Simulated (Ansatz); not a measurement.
A relaxed structure of CdSe is spoiled in several ways and relaxed again each time (noise and exchanges are one random draw each; pressure is positive under compression). Calculation: PBEsol (plane waves to 420 eV, PAW, scalar-relativistic; Ansatz, an electronic-structure program).

Space group P6₃mc (No. 186); a = b = 4.302 Å, c = 7.021 Å, α = β = 90.00°, γ = 120.00°

```csv
atom,site,symmetry,x,y,z
Cd,2b,3m.,0.6667,0.3333,0.0005
Se,2b,3m.,0.3333,0.6667,0.1247
```

Q: One start gave a first pressure of -3.4 GPa and released 0.29 eV/atom. Which change was it?
A) with every coordinate shifted by Gaussian noise of σ = 0.1 Å
B) deformed by the Cartesian strain tensor (xx, yy, zz, yz, xz, xy) = (-0.043, 0.083, 0.151, 0.060, -0.126, -0.050)
C) with every coordinate shifted by Gaussian noise of σ = 0.45 Å
D) doubled along one cell vector, shaken by Gaussian noise of σ = 0.08 Å a coordinate

A: B, deformed by the Cartesian strain tensor (xx, yy, zz, yz, xz, xy) = (-0.043, 0.083, 0.151, 0.060, -0.126, -0.050). All starts:

```csv
change,first pressure (GPa),first V (Å³/atom),released (eV/atom),moves,outcome,final group,E − E(parent) (eV/atom)
with every coordinate shifted by Gaussian noise of σ = 0.45 Å,–,28.13,1.5,9,returns to the parent,P6₃mc,0.000
with every coordinate shifted by Gaussian noise of σ = 0.1 Å,0.2,28.13,0.01,4,returns to the parent,P6₃mc,0.000
"deformed by the Cartesian strain tensor (xx, yy, zz, yz, xz, xy) = (-0.043, 0.083, 0.151, 0.060, -0.126, -0.050)",-3.4,32.92,0.29,8,returns to the parent,P6₃mc,0.000
"doubled along one cell vector, shaken by Gaussian noise of σ = 0.08 Å a coordinate",0.4,28.13,0.02,4,returns to the parent,Cmc2₁ (nearly P6₃mc),0.000
```

First-step values come from each run's starting, coarser k-mesh (6×6×4, 7×6×3, 6×6×2). Each cell has its own k-point mesh; energy differences are given only to the digits this allows. No spin polarisation in the result.
